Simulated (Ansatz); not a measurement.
The relaxed structure here is a generated cell of ZnCu2SnS4: the first start was made by a random draw of sites in a space group, and the end was not matched to a known phase here, so it may be hypothetical. Known forms of ZnCu2SnS4 include space group No. 82.

The end point of a relaxation of ZnCu$_{2}$SnS$_{4}$. Space group P1 (No. 1). Level of theory: PBEsol (plane waves to 420 eV, PAW, scalar-relativistic; Ansatz, a first-principles code).

```xyz
8
Lattice="5.4742 0.0000 0.0000 2.4612 5.3871 0.0000 0.9733 2.5141 5.2796" Properties=species:S:1:pos:R:3 pbc="T T T"
Cu     1.5070     3.0710     2.0547
Cu     4.1138     2.9211     4.6755
S      5.1687     0.6586     0.2344
S      3.0676     1.7532     3.1807
S      3.4092     5.0254     5.2604
S      2.5415     5.1140     2.0619
Sn     4.4418     3.1762     1.4542
Zn     3.2059     6.7693     3.7946
```

Problem. What band gap does PBEsol give?

Solution. 0.60 eV, indirect (valence top at V2, conduction bottom at k = (0, 0.4286, 0.3333)) (no spin-orbit coupling).

Problem. Predict the smallest direct gap from PBEsol.

Solution. 0.94 eV at k = (0.1429, -0.4286, 0.3333).

The relaxed cell holds bonded S–S pairs (2.09 Å). No spin polarisation in the result.

It was reached from a disturbed copy of a P3m1 (No. 156) cell, against which it lies -0.81 eV/atom.
